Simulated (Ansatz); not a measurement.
**SiGe$_{3}$: computed property card**

SiGe3:
```cif
data_Ge3Si
_chemical_formula_sum 'Si1 Ge3'
_space_group_name_H-M_alt 'P 1'
_space_group_IT_number 1
_cell_length_a 5.32998
_cell_length_b 5.32998
_cell_length_c 5.32998
_cell_angle_alpha 136.567
_cell_angle_beta 136.567
_cell_angle_gamma 63.104
loop_
_space_group_symop_operation_xyz
  'x, y, z'
loop_
_atom_site_label
_atom_site_type_symbol
_atom_site_fract_x
_atom_site_fract_y
_atom_site_fract_z
_atom_site_occupancy
Si1 Si 0.00000 0.00000 0.00000 1
Ge1 Ge 0.75000 0.25000 0.50000 1
Ge2 Ge 0.25000 0.75000 0.50000 1
Ge3 Ge 0.50000 0.50000 0.00000 1
```

Space group I4/mmm (No. 139); conventional cell a = 3.9443 Å, b = 3.9443 Å, c = 9.0840 Å, α = 90.00°, β = 90.00°, γ = 90.00°.

Method: PBE+D3(BJ) in the plane-wave PAW code Ansatz. Geometry: relaxed at this level of theory. Other levels are named where they apply.

Cell and energy:

```json
{
 "volume_per_atom": "17.67 Å³",
 "density": "5.78 g/cm³",
 "Formation energy from the elements (no fitted shifts)": "0.37 eV/atom"
}
```

Electronic structure:

```json
{
 "electronic_character": "metallic (no gap)",
 "Density of states at the Fermi level": "0.46 states/eV per atom (mean over ±0.08 eV)"
}
```

The workflow started from a Materials Project entry (that database holds measured and hypothetical structures alike); the Crystallography Open Database copy checked does not list it. Whether it is the stable phase at ambient conditions was not checked. The PBE+D3(BJ) relaxation kept the symmetry of its start; whether a distortion lowers the energy is not shown. Its formation energy is positive at this level, so the cell may be metastable or incomplete. The references are the lowest solids computed at this level, not always the standard phases. Scalar-relativistic: spin–orbit coupling is off unless named, which matters more the heavier the elements.

Potentials: the later of the program's two PAW sets.
